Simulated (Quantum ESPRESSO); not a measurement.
Inputs of pw.x and gipaw.x (a modified build of Quantum ESPRESSO, PBE) for Al$_{2}$O$_{3}$; the starting potential comes from an earlier run on another mesh:

```
&CONTROL
  calculation = 'scf'
  prefix = 'x'
  pseudo_dir = './pseudo'
  outdir = './out'
  tprnfor = .true.
/
&SYSTEM
  ibrav = 0
  nat = 10
  ntyp = 2
  ecutwfc = 45
  ecutrho = 180
  occupations = 'fixed'
  nbnd = 24
/
&ELECTRONS
  conv_thr = 1e-11
  startingpot = 'file'
/
ATOMIC_SPECIES
Al 26.982 Al.GGA_PBE-JTH.UPF
O 15.999 O.GGA_PBE-JTH.UPF
CELL_PARAMETERS angstrom
    2.379075890217     1.373560105639     4.329900000000
   -2.379075890217     1.373560105639     4.329900000000
    0.000000000000    -2.747120211278     4.329900000000
ATOMIC_POSITIONS crystal
Al     0.351882514000     0.351882514000     0.351882514000
Al     0.148117486000     0.148117486000     0.148117486000
Al     0.648117486000     0.648117486000     0.648117486000
Al     0.851882514000     0.851882514000     0.851882514000
O      0.556223573000     0.943776427000     0.250000000000
O      0.250000000000     0.556223573000     0.943776427000
O      0.943776427000     0.250000000000     0.556223573000
O      0.443776427000     0.056223573000     0.750000000000
O      0.750000000000     0.443776427000     0.056223573000
O      0.056223573000     0.750000000000     0.443776427000
K_POINTS automatic
4 4 4 1 1 1
```

```
&INPUTGIPAW
  job = 'nmr'
  prefix = 'x'
  tmp_dir = './out/'
  restart_mode = 'from_scratch'
  pawproj(1) = .true.
  pawproj(2) = .true.
  use_nmr_macroscopic_shape = .false.
/
```

The cell was made here from an entry of the Crystallography Open Database (unchecked): atoms relaxed with PBE in the measured cell (PBE without dispersion, pw.x of Quantum ESPRESSO, symmetry kept).  Stability against distortions was not tested.

**Question.** Give the final section of the GIPAW output.

**Answer.** 
```
     Total NMR chemical shifts in ppm: ---------------------------------------
     (adopting the Simpson convention for anisotropy and asymmetry)-----------

     Atom  1  Al  pos: (  0.000000  0.000000  0.891380)  Total sigma:         533.91
           537.7369         -2.0655          0.0000
             2.0655        537.7369          0.0000
             0.0000          0.0000        526.2434

     Al      1    anisotropy:    -11.49    eta:    0.0000

     Atom  2  Al  pos: (  0.000000  0.000000  0.375207)  Total sigma:         533.91
           537.7369          2.0655         -0.0000
            -2.0655        537.7369          0.0000
            -0.0000          0.0000        526.2434

     Al      2    anisotropy:    -11.49    eta:    0.0000

     Atom  3  Al  pos: (  0.000000  0.000000  1.641794)  Total sigma:         533.91
           537.7369         -2.0655          0.0000
             2.0655        537.7369          0.0000
             0.0000          0.0000        526.2434

     Al      3    anisotropy:    -11.49    eta:    0.0000

     Atom  4  Al  pos: (  0.000000  0.000000  2.157966)  Total sigma:         533.91
           537.7369          2.0655         -0.0000
            -2.0655        537.7369          0.0000
            -0.0000          0.0000        526.2434

     Al      4    anisotropy:    -11.49    eta:    0.0000

     Atom  5  O   pos: ( -0.179806  0.267863  1.477685)  Total sigma:         166.00
           169.4757          0.0000          0.0000
             0.0000        163.0912         -2.7718
             0.0000         -1.5756        165.4266

     O       5    anisotropy:     -6.31    eta:    0.6536

     Atom  6  O   pos: ( -0.142073 -0.289649  1.477685)  Total sigma:         166.00
           164.6873         -2.7646          2.4004
            -2.7646        167.8795          1.3859
             1.3645          0.7878        165.4266

     O       6    anisotropy:     -6.31    eta:    0.6536

     Atom  7  O   pos: (  0.321880  0.021785  1.477685)  Total sigma:         166.00
           164.6873          2.7646         -2.4004
             2.7646        167.8795          1.3859
            -1.3645          0.7878        165.4266

     O       7    anisotropy:     -6.31    eta:    0.6536

     Atom  8  O   pos: (  0.179806 -0.267863  1.055489)  Total sigma:         166.00
           169.4757          0.0000         -0.0000
             0.0000        163.0912         -2.7718
             0.0000         -1.5756        165.4266

     O       8    anisotropy:     -6.31    eta:    0.6536

     Atom  9  O   pos: (  0.142073  0.289649  1.055489)  Total sigma:         166.00
           164.6873         -2.7646          2.4004
            -2.7646        167.8795          1.3859
             1.3645          0.7878        165.4266

     O       9    anisotropy:     -6.31    eta:    0.6536

     Atom 10  O   pos: ( -0.321880 -0.021785  1.055489)  Total sigma:         166.00
           164.6873          2.7646         -2.4004
             2.7646        167.8795          1.3859
            -1.3645          0.7878        165.4266

     O      10    anisotropy:     -6.31    eta:    0.6536
```
The printed anisotropy is 3/2 (σ_33 − σ_iso) in the program's own order; the axes are left out here. Anisotropies that symmetry doesn't fix are less certain than the isotropic values. These are absolute shieldings with no macroscopic susceptibility term; δ = σ_ref − σ needs a reference computed alike. By our sweeps, such settings leave a few ppm in absolute σ. No d partial waves on Al: the paramagnetic term there is incompletely reconstructed.
